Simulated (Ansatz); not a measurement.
# KFeAs₂: which magnetic state is lowest?

The calculation used DFT PBE, scalar-relativistic, plane waves, PAW in Ansatz 0.2.0.

```
K Fe As
1.0
    -1.98037    1.98037    6.38302
     1.98037   -1.98037    6.38302
     1.98037    1.98037   -6.38302
K Fe As
1 1 2
Cartesian
  0.0000 0.0000 0.0000
  1.9804 0.0000 3.1915
  0.0000 0.0000 8.5438
  0.0000 0.0000 4.2222
```

- plane-wave cutoff: 420 eV
- Γ-centred k-mesh: 16×16×16
- occupation rule: Gaussian smearing, 0.1 eV
- list of starting moments (μB, in atom order): 0 4 0 0
- check for lower electronic states after the SCF: off

All runs keep this geometry, which isn't relaxed for the lowest state (largest force there 0.065 eV/Å, pressure 0.1 GPa) and needn't be a stable compound; relaxing each order can shift differences of a few meV. Site moments are spin moments in atom-centred spheres that scale with the neighbour distance. The states are those that the runs reached from these starts; a lower one can exist. No antiferromagnetic start is among these.

Order the starts by the energy of the state that they reach, lowest first.
A. no spin
B. ferromagnetic

B (0.00 meV/atom), A (2.07 meV/atom).

```csv
start,ends,energy above lowest (meV/atom),site moments (μB),gap on mesh (eV),P (GPa)
no spin,non-magnetic,2.07,none over 0.05,metal,-0.2
ferromagnetic,ferromagnetic,0.00,Fe +0.58,metal,0.1
```

Cost: 2 runs of about 13 core-minutes in all, on Arm Neoverse V1 (shared hosts).